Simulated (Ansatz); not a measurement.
InRu3N (anti-perovskite, Pm-3m) at seven volumes, DFT-PBEsol in the program Ansatz with PAW potentials, scaled uniformly. One row is withheld.

```json
[
 {"V (Å³/atom)": "11.971", "P (GPa)": "31.62"},
 {"V (Å³/atom)": "12.366", "P (GPa)": "19.21"},
 {"V (Å³/atom)": "12.760", "P (GPa)": "8.77"},
 {"V (Å³/atom)": "13.155", "P (GPa)": "0.00"},
 {"V (Å³/atom)": "13.550", "P (GPa)": "-7.37"},
 {"V (Å³/atom)": "13.944", "P (GPa)": "?"},
 {"V (Å³/atom)": "14.339", "P (GPa)": "-18.73"}
]
```

Question: Fit the shown pressures and predict the withheld one.

Answer: Third-order Birch–Murnaghan: P = (3/2)B₀(x^(7/2) − x^(5/2))[1 + (3/4)(B′ − 4)(x − 1)] with x = (V₀/V)^(2/3). Least squares on the six rows gives V₀ = 13.155 Å³/atom, B₀ = 267.2 GPa, B′ = 4.80. At V = 13.944, x = 0.9619 and P = -13.54 GPa. The run itself gave -13.55 GPa.

The start of the workflow was typed in or built on a structure type; neither database checked (COD, Materials Project) lists it. Whether it is the stable phase at ambient conditions was not checked. Symmetry was held in the PBEsol relaxation; its stability against distortions is not shown here. The workflow began spin-polarised and lost its moments.

Potentials: the earlier of the program's two PAW sets. The files were generated under PBE; for other functionals the program regenerates the frozen cores, and for LDA and PBEsol the local potential too.
